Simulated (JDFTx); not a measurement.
Ru(0001) slab cut from bulk Ru (space group P6_3/mmc, indices of the conventional cell, lattice of the Materials Project entry mp-33, not re-optimised): 4 atoms in 4 planes, a 1x1 cell of 6.35 Å² (|a| = 2.708, |b| = 2.708 Å), 6.3 Å between the outermost planes, cell height 22.4 Å, 10×10×1 k mesh, Fermi smearing 0.01 Ha, no spin polarisation.

Profiles through the double layer of this slab, charged, in linear PCM (GLSSA13), water, 1 M NaCl; PBE, GBRV ultrasoft potentials, plane waves to 20/100 Ha, JDFTx (a modified build). z is the height above the outermost atoms, φ the plane-averaged electrostatic potential energy of an electron (zero in the bulk liquid), ρ_b the bound charge of solvent and ions, s the cavity shape function (0 in the solid, 1 in the liquid).

```json
[
 {"z (Å)": "0.81", "n (e/Å³)": "0.3816", "s": "0.00", "φ (eV)": "-5.878", "ρ_b (10⁻³ e/Å³)": "0.00"},
 {"z (Å)": "1.27", "n (e/Å³)": "0.0873", "s": "0.00", "φ (eV)": "-2.498", "ρ_b (10⁻³ e/Å³)": "-0.07"},
 {"z (Å)": "1.74", "n (e/Å³)": "0.0248", "s": "0.00", "φ (eV)": "-0.678", "ρ_b (10⁻³ e/Å³)": "-4.11"},
 {"z (Å)": "2.21", "n (e/Å³)": "0.0072", "s": "0.04", "φ (eV)": "-0.065", "ρ_b (10⁻³ e/Å³)": "-6.27"},
 {"z (Å)": "2.67", "n (e/Å³)": "0.0022", "s": "0.60", "φ (eV)": "-0.027", "ρ_b (10⁻³ e/Å³)": "1.38"},
 {"z (Å)": "3.14", "n (e/Å³)": "0.0007", "s": "0.99", "φ (eV)": "-0.022", "ρ_b (10⁻³ e/Å³)": "0.71"},
 {"z (Å)": "3.61", "n (e/Å³)": "0.0002", "s": "1.00", "φ (eV)": "-0.019", "ρ_b (10⁻³ e/Å³)": "0.22"},
 {"z (Å)": "4.07", "n (e/Å³)": "0.0001", "s": "1.00", "φ (eV)": "-0.016", "ρ_b (10⁻³ e/Å³)": "0.06"},
 {"z (Å)": "4.54", "n (e/Å³)": "0.0000", "s": "1.00", "φ (eV)": "-0.014", "ρ_b (10⁻³ e/Å³)": "0.01"},
 {"z (Å)": "5.01", "n (e/Å³)": "0.0000", "s": "1.00", "φ (eV)": "-0.012", "ρ_b (10⁻³ e/Å³)": "0.00"},
 {"z (Å)": "5.47", "n (e/Å³)": "0.0000", "s": "1.00", "φ (eV)": "-0.010", "ρ_b (10⁻³ e/Å³)": "0.00"},
 {"z (Å)": "5.94", "n (e/Å³)": "0.0000", "s": "1.00", "φ (eV)": "-0.009", "ρ_b (10⁻³ e/Å³)": "0.00"},
 {"z (Å)": "6.41", "n (e/Å³)": "0.0000", "s": "1.00", "φ (eV)": "-0.008", "ρ_b (10⁻³ e/Å³)": "0.00"},
 {"z (Å)": "6.87", "n (e/Å³)": "0.0000", "s": "1.00", "φ (eV)": "-0.006", "ρ_b (10⁻³ e/Å³)": "0.00"},
 {"z (Å)": "7.34", "n (e/Å³)": "0.0000", "s": "1.00", "φ (eV)": "-0.006", "ρ_b (10⁻³ e/Å³)": "0.00"},
 {"z (Å)": "7.81", "n (e/Å³)": "0.0000", "s": "1.00", "φ (eV)": "-0.005", "ρ_b (10⁻³ e/Å³)": "0.00"}
]
```

### Question
Is the electrode positively or negatively charged, and roughly by how much?

### Answer
Positively: σ = 6.1 μC/cm² per face. The liquid's bound charge is of the opposite sign overall, and far from the surface φ decays with the screening length (3.0 Å).
